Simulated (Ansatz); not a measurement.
# LaOs3 in the AuCu3-type structure

Method: PBE, scalar-relativistic; no spin polarisation; PAW, 420 eV, 8×8×8 k-mesh, Gaussian smearing of 0.05 eV; code Ansatz. The datasets are Ansatz's generated set soft_2.

```
CELL_PARAMETERS angstrom
4.14707 0.00000 0.00000
0.00000 4.14707 0.00000
0.00000 0.00000 4.14707
ATOMIC_POSITIONS crystal
La 0.00000 0.00000 0.00000
Os 0.00000 0.50000 0.50000
Os 0.50000 0.50000 0.00000
Os 0.50000 0.00000 0.50000
```

The start was a prototype's sites filled with these elements, not a measured cell.

Path: Γ–X–M–Γ–R–X | R–M, with Γ = (0.000, 0.000, 0.000), X = (0.000, 0.500, 0.000), M = (0.500, 0.500, 0.000), R = (0.500, 0.500, 0.500) in reciprocal vectors of the calculation's cell.

Bands as a text map, energy in eV from the Fermi level (dashes), each leg drawn with the same width:
```
  2.86 |                           *                 
  2.57 |********            ***            *   *     
  2.29 | **     *          *   *****      *          
  2.00 |**       *          **    * ****    ***      
  1.71 |  *               *** *      *  **    ***    
  1.43 |  **      *      **        *            *    
  1.14 |    *****         **   **          *   * *   
  0.86 |****     * *    **  ***  *    **  *          
  0.57 |  * *     * *  *** *   *      * *       * *  
  0.29 |   *      ******  *    ** *      *        ***
  0.00 |----***********-**------**-----*-***-------**
 -0.29 |     *** *** *****        * * ***  *** ******
 -0.57 |    ******* *******     ** *************  ***
 -0.86 |  **   *** *** ** **   ****   * ****   ***** 
 -1.14 |***       **    *   ****   *******  **** *   
 -1.43 |   *  *   ****** ***      ** *        ***  **
 -1.71 |    *  *** ******          * **  ***  *******
 -2.00 |     *   *********        *****   * ***** ***
 -2.29 |      *******  **         *   ******     **  
 -2.57 |      *    *    **       *     **       * *  
 -2.86 |      *****   * **      **** ** ****  **   **
 -3.14 |     *   * *** ****         *    ** **       
 -3.43 |    * ********** **    **        ***       **
 -3.71 |   * *****      * **   *        ****      *  
 -4.00 |******       **  *********      *          **
 -4.29 |*** *       *  *  * ***        *         **  
 -4.57 |   *       *    *  *   *  *    *        **   
 -4.86 | **      **         * *       *****     *    
        Γ      X      M      Γ      R      XR       M
```

By these bands, is it a metal or an insulator, and if it has a gap, where are the band edges on this path?

A metal: bands cross the Fermi level.

The calculation's cell holds 59 valence electrons, an odd number. Without magnetic order each band takes two, so one stays part-filled and the crystal must be a metal. (Only strong correlation, outside this picture, could make a Mott insulator of it.)

Cost: 19 s on 2 threads of Arm Neoverse V2, with other jobs on the host, peak memory 0.47 GiB.

Spin–orbit coupling, which matters for such heavy elements, is left out.
